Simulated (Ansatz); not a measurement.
Consider the following.

Y:
```yaml
crystal:
  lattice:
    - [3.54326, 0.00000, 0.00000]
    - [-1.77163, 3.06855, 0.00000]
    - [0.00000, 0.00000, 5.50453]
  atoms:
    - { symbol: Y, position: [0.33333, 0.66667, 0.75000] }
    - { symbol: Y, position: [0.66667, 0.33333, 0.25000] }
```

This is the LDA-relaxed structure. x, y and z are the axes in which the lattice vectors are written.

All from LDA (plane waves, PAW; program Ansatz), unless another level is named. Give the Hill bulk and shear moduli.

45.0 and 26.7 GPa.

What about the elastic constants (relaxed ions, GPa)?

C11 = 78.7, C12 = 26.1, C13 = 27.1, C33 = 88.0, C44 = 26.1.

Space group P6_3/mmc (hcp (Mg type)). Symmetry was held in the LDA relaxation. The run is not spin-polarised. As this level gives no gap, shear constants depend on the k-mesh and smearing (Fermi–Dirac, 0.1 eV here). On the denser mesh and wider smearing of the elastic run this cell carries a stress of 0.4 GPa.

Potentials: the later of the program's two PAW sets.
